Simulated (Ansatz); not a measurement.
Task: Volume from LDA minus that from PBEsol (% of the latter), each on its own relaxed cell (Ansatz, a quantum-chemistry and plane-wave program, plane waves, PAW; no spin–orbit coupling, no Hubbard U), over 37 phases of the class «carbides, borides and silicides»: what sign and size do you expect?

Result: Mean -2.2 %, median -2.2 %, mean absolute 2.2 %; eight in ten lie between -2.9 and -1.6 %, and 0 % are above zero.

Some cases that may be named, with their rank among the 37 from the lowest: Ti5Si, R32 (Ti on 6c, Ti on 9d, Si on 3b) -3.3 % (rank 1); Mg2Si, P4/nmm (Mg on 2a, Mg on 2c, Si on 2c) -3.1 % (rank 2); HfB2, P6/mmm (Hf on 1a, B on 2d) -2.3 % (rank 18); HfC, rock salt -2.2 % (rank 19); WC, rock salt -1.6 % (rank 35); NbC, rock salt -1.5 % (rank 36).

The phases are those computed here (of each formula those with measured values and the lowest at some level), not a balanced benchmark, and neither functional is the truth. Pairs that end in unlike spin orders or unlike minima (c/a over 6 % apart, 30 % for weakly bound crystals), magnets with 4f shells, solids of gases and phases set aside for tests are left out.

Not the usual ambient phase: Mg2Si, P4/nmm (Mg on 2a, Mg on 2c, Si on 2c); WC, rock salt. Standing as an ambient phase not checked: Ti5Si, R32 (Ti on 6c, Ti on 9d, Si on 3b). All cells were relaxed under the symmetry of their starts (and spin orders); stability against distortions was not tested throughout. Named crystals with no word on spin ran without spin polarisation. Scalar-relativistic: spin–orbit coupling is off unless named, which matters more the heavier the elements.

Potentials: the later of the program's two PAW sets.

Ansatz is a plane-wave DFT program.
